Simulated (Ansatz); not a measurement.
Fe (omega (AlB2-type)): energy against volume

Theory: Ansatz 0.2.0, DFT, BLYP, plane waves (420 eV) with PAW, scalar-relativistic. (PAW data from PBE, frozen cores regenerated.)

The cell is scaled uniformly from the relaxed one, with fractional coordinates and shape fixed. Energies are extrapolated to zero smearing, pressures are those at the given smearing. Magnetic state: ferromagnetic.

A Birch-Murnaghan fit gives V₀ = 12.53 Å³/atom, B₀ = 129 GPa, B₀′ = 5.2.

**Question.** What are the energy above the minimum and the pressure at 11.046 Å³/atom?

**Answer.** 92.5 meV/atom and 21.29 GPa as computed.

**Question.** What are the energy above the minimum and the pressure at 12.051 Å³/atom?

**Answer.** 8.4 meV/atom and 5.47 GPa as computed.

**Question.** What are the energy above the minimum and the pressure at 13.055 Å³/atom?

**Answer.** 8.2 meV/atom and -4.70 GPa as computed.
